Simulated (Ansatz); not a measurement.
Theory: DFT PBE, scalar-relativistic, plane waves, PAW in Ansatz. Cutoff 420 eV, Γ-centred meshes of about 0.25 Å⁻¹ or finer for metals and 0.3 Å⁻¹ for insulators (2π included), Gaussian smearing. No spin polarisation.

Relaxed structures of Mg₃Cd₂Te₃, with energies over the first row. Coordination counts Te atoms around Cd and Mg (those within 1.25 times the shortest such distance or 1.15 times the sum of covalent radii, 1.27 where that leaves under three; the shortest distance is added where it exceeds 1.18 times the sum of covalent radii; a slash parts the counts of unlike sites).

```json
{"#": "1", "form": "P6_3/mcm", "sites": "Mg 6g; Cd 4d; Te 6g", "V (Å³/atom)": "31.8", "coordination": "Mg 4, Cd 6 from 3.8 Å", "ΔE (meV/atom)": "0"}
{"#": "2", "form": "Pm-3m", "sites": "Mg 3d; Cd 1a, 1b; Te 3c", "V (Å³/atom)": "27.4", "coordination": "Mg 4, Cd 6/12 from 4.3 Å", "ΔE (meV/atom)": "57"}
```

A further structure, relaxed alike:

```yaml
crystal:
  lattice:
    - [4.17862, 0.00000, 0.00000]
    - [0.00000, 4.17862, 0.00000]
    - [0.00000, 0.00000, 12.77940]
  atoms:
    - { symbol: Mg, position: [0.50000, 0.50000, 0.77349] }
    - { symbol: Mg, position: [0.00000, 0.00000, 0.00000] }
    - { symbol: Mg, position: [0.50000, 0.50000, 0.22651] }
    - { symbol: Cd, position: [0.00000, 0.50000, 0.50000] }
    - { symbol: Cd, position: [0.50000, 0.00000, 0.50000] }
    - { symbol: Te, position: [0.00000, 0.00000, 0.75917] }
    - { symbol: Te, position: [0.50000, 0.50000, 0.00000] }
    - { symbol: Te, position: [0.00000, 0.00000, 0.24083] }
```

Question: Where does it fall in the ranking, and at what energy?

Answer: It is the lowest, 101 meV/atom below row 1, with space group P4/mmm (No. 123) and 27.9 Å³/atom. Counting Te atoms around Cd and Mg, this cell has Mg 5/6, Cd 4 from 3.9 Å and row 1 has Mg 4, Cd 6 from 3.8 Å. Mg on a site of symmetry 4mm is surrounded by 5 Te at 2.89–2.96 Å; Mg on a site of symmetry 4/mmm is surrounded by 6 Te at 2.95–3.08 Å; Cd is surrounded by 4 Cd at 2.95 Å; Te on a site of symmetry 4mm has 5 Mg at 2.96–3.08 Å; 1 more site not described.

These runs have no spin–orbit coupling, which can matter for Te. With atoms moved at random, the further cell (by 25 meV/atom) fell into a lower structure. Row 1 and row 2 had no clear such test and can be saddle points. Some candidate types were left out of the draw beforehand, so a known form may be missing.
